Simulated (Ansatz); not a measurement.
Polymorphs of CoMo, each relaxed with the program Ansatz at the r²SCAN level (PAW):

A: L1₀ or tetragonal B2 (P4/mmm)
a = 2.6230 Å, b = 2.6230 Å, c = 3.6799 Å, α = 90.00°, β = 90.00°, γ = 90.00°

| atom | site | symmetry | x | y | z |
|---|---|---|---|---|---|
| Co | 1a | 4/mmm | 0.0000 | 0.0000 | 0.0000 |
| Mo | 1d | 4/mmm | 0.5000 | 0.5000 | 0.5000 |

B: rock salt (Fm-3m)
a = 4.820 Å, b = 4.820 Å, c = 4.820 Å, α = 90.00°, β = 90.00°, γ = 90.00°

| atom | site | symmetry | x | y | z |
|---|---|---|---|---|---|
| Co | 4a | m-3m | 0.0000 | 0.0000 | 0.0000 |
| Mo | 4b | m-3m | 0.5000 | 0.5000 | 0.5000 |

Order them by energy per atom at 0 K (lowest first) at the level r²SCAN.

A (+0 meV/atom), B (+769 meV/atom)

Spin orders computed, not proven ground states: B ferromagnetic. Typed or built starts, not in the databases checked: A; B. Began spin-polarised and lost the moments: A. Unstable at this level: B. All cells were relaxed under the symmetry of their starts (and spin orders); stability against distortions was not tested throughout. Scalar-relativistic: spin–orbit coupling is off unless named, which matters more the heavier the elements.

Energies hold the estimated change up to a 700 eV cutoff; steps of a few meV lie near the error of the meshes.

Potentials: the earlier of the program's two PAW sets. The files were generated under PBE; for other functionals the program regenerates the frozen cores, and for LDA and PBEsol the local potential too.
